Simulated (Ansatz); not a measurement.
AgI:
```yaml
crystal:
  lattice:
    - [4.48479, 0.00000, 0.00000]
    - [-2.24240, 3.88395, 0.00000]
    - [0.00000, 0.00000, 7.34206]
  atoms:
    - { symbol: I, position: [0.33333, 0.66667, 0.00224] }
    - { symbol: I, position: [0.66667, 0.33333, 0.50224] }
    - { symbol: Ag, position: [0.33333, 0.66667, 0.62776] }
    - { symbol: Ag, position: [0.66667, 0.33333, 0.12776] }
```

Relaxed with LDA. Special points in fractions of this cell's reciprocal vectors: Γ (0.000, 0.000, 0.000); M (0.500, 0.000, 0.000); K (0.333, 0.333, 0.000); A (0.000, 0.000, 0.500); L (0.500, 0.000, 0.500); H (0.333, 0.333, 0.500).

Question: List the band energies nearest the valence-band maximum at these points for LDA (plane waves, PAW; program Ansatz).

Answer: In eV from the valence-band maximum; about four levels below and three above (degenerate sets whole), none deeper than 8.9 eV; points with the same levels are listed once.

```tsv
k	below	above
Γ	-0.83 -0.83 -0.09 0.00 0.00	1.09 2.39 5.54 5.54
M	-2.52 -2.05 -1.23 -0.83	3.17 3.33 4.54
K	-2.89 -2.89 -1.77 -1.77 -1.55	3.99 4.53 4.53
A	-0.43 -0.43 -0.43 -0.43	2.46 2.46 5.46 5.46
L	-1.44 -1.44 -1.43 -1.43	2.99 2.99 4.65 4.65
H	-2.24 -2.24 -1.31 -1.31	3.77 3.77 5.42 5.42
```

Space group P6_3mc (wurtzite). Symmetry was held in the LDA relaxation; phonons on a q-mesh show no instability. The run is not spin-polarised. Scalar-relativistic: spin–orbit coupling is off unless named, which matters more the heavier the elements.

Potentials: the later of the program's two PAW sets.
